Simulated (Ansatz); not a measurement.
Method: Ansatz, DFT PBE, scalar-relativistic, plane waves, PAW. Settings: cutoff 420 eV, Γ-centred meshes spaced at most about 0.3 Å⁻¹, and about 0.25 Å⁻¹ or finer for metals (2π included), Gaussian smearing. No spin polarisation in the final relaxations.

These are static total energies at zero pressure. All come from trial cells, and lower structures may exist.

Question: Order these relaxed structures of ZrGe4Mo by energy, lowest first, with the energy over the lowest of them.
A.

```xyz
6
Lattice="3.1071 0.0000 0.0000 -1.5536 2.6909 0.0000 0.0000 0.0000 12.9440" Properties=species:S:1:pos:R:3 pbc="T T T"
Zr    0.0000    0.0000    0.0000
Ge    1.5536    0.8970   10.6442
Ge    1.5536    0.8970    4.5499
Ge    0.0000    1.7939    8.3942
Ge    0.0000    1.7939    2.2998
Mo    0.0000    0.0000    6.4720
```

B.

```xyz
6
Lattice="0.0000 3.7777 3.7777 3.7777 0.0000 3.7777 3.7777 3.7777 0.0000" Properties=species:S:1:pos:R:3 pbc="T T T"
Zr    0.0000    0.0000    0.0000
Ge    4.7191    2.8363    4.7191
Ge    4.7191    4.7191    2.8363
Ge    2.8363    4.7191    4.7191
Ge    2.8363    2.8363    2.8363
Mo    5.6666    5.6666    5.6666
```

C.

```xyz
6
Lattice="3.0977 0.0000 0.0000 -1.5488 2.6826 0.0000 0.0000 0.0000 12.9874" Properties=species:S:1:pos:R:3 pbc="T T T"
Zr    1.5488    0.8942    6.4937
Ge    0.0000    1.7884    8.7943
Ge    0.0000    0.0000   11.0339
Ge    0.0000    0.0000    1.9535
Ge    0.0000    1.7884    4.1931
Mo    1.5488    0.8942    0.0000
```

Answer: A (0 meV/atom), C (12 meV/atom), B (405 meV/atom). Forms: A P-3m1; C P-6m2; B F-43m. Counting Ge atoms around Mo and Zr (those within 1.25 times the shortest such distance or 1.15 times the sum of covalent radii, 1.27 where that leaves under three): A has Zr 6, Mo 6; C has Zr 6, Mo 6; B has Zr 12, Mo 12.

For metals, differences of a few meV/atom aren't resolved. Cells relaxed within their symmetry can be saddle points. Some types were kept out of the candidates beforehand, so the set may lack a known form.
